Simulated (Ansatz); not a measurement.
## TiC: from a starting cell to a relaxed one

The start is a generated cell, TiC built in the rocksalt structure type. Cell shape, volume and atoms are optimised at zero target pressure with r2SCAN (plane waves to 500 eV, PAW, scalar-relativistic; Ansatz, an electronic-structure program). First-step values are on the input's coarse k-mesh.

Ansatz input (later rounds restart from its end on a renewed k-mesh):
Ansatz 0.2 input:
```yaml
crystal:
  lattice:
    - [0, 2.186167, 2.186167]
    - [2.186167, 0, 2.186167]
    - [2.186167, 2.186167, 0]
  atoms:
    - { symbol: C, position: [0, 0, 0] }
    - { symbol: Ti, position: [0.5, 0.5, 0.5] }
basis: { ecutwfc: 500, ecutrho_ratio: 4, xc_grid: 4, fft_grid_basis: typed }
kpoints: { mp_grid: { grid: [9, 9, 9] } }
hamiltonian:
  xc: r2scan
  dispersion: none
  pseudopotentials: { kind: paw }
scf: { occupations: { method: fermi_dirac, width: 0.05 } }
relax: { f_tol: 0.01, max_steps: 100, cell: { stress_tol: 0.02 } }
output: { forces: true, stress: true }
```

Problem. How large is the pressure on the unrelaxed cell, and of which sign?

Solution. -8 GPa (negative: the cell is under tension).

Problem. By how much does the energy per atom fall from start to end?

Solution. 0.01 eV/atom.

Problem. How does the volume change?

Solution. -3.0 %, from 10.45 to 10.13 Å³/atom.

Problem. How do the shortest distances between atoms change?

Solution. The closest pairs of elements (up to four, under 3.6 Å), start → end: C–Ti 2.19 → 2.16 Å; C–C 3.09 → 3.06 Å; Ti–Ti 3.09 → 3.06 Å.

Problem. What band gap does the relaxed structure have at this level?

Solution. Zero (metallic).

Problem. What does it relax into? Give the structure.

Solution. 
```cif
data_C4Ti4
_chemical_formula_sum 'C4 Ti4'
_space_group_name_H-M_alt 'Fm-3m'
_space_group_IT_number 225
_space_group_name_Hall '-F 4 2 3'
_cell_length_a 4.32781
_cell_length_b 4.32781
_cell_length_c 4.32781
_cell_angle_alpha 90.000
_cell_angle_beta 90.000
_cell_angle_gamma 90.000
loop_
_atom_site_label
_atom_site_type_symbol
_atom_site_symmetry_multiplicity
_atom_site_Wyckoff_symbol
_atom_site_fract_x
_atom_site_fract_y
_atom_site_fract_z
_atom_site_occupancy
C1 C 4 a 0.00000 0.00000 0.00000 1
Ti1 Ti 4 b 0.50000 0.50000 0.50000 1
```
(The calculation used a cell of 2 atoms; values per cell refer to that cell.)

The space group stays Fm-3m (No. 225) (the run could not lower it); the end is rock salt type, with 2 atoms in the primitive cell. Final values are on a 18×18×18 k-mesh of the relaxed cell. No spin polarisation in the result.

The run could not lose the symmetry of its start; a randomly shaken copy of 2 atoms returns to this structure.

All atoms sit on sites fixed by symmetry, so only the cell could relax.
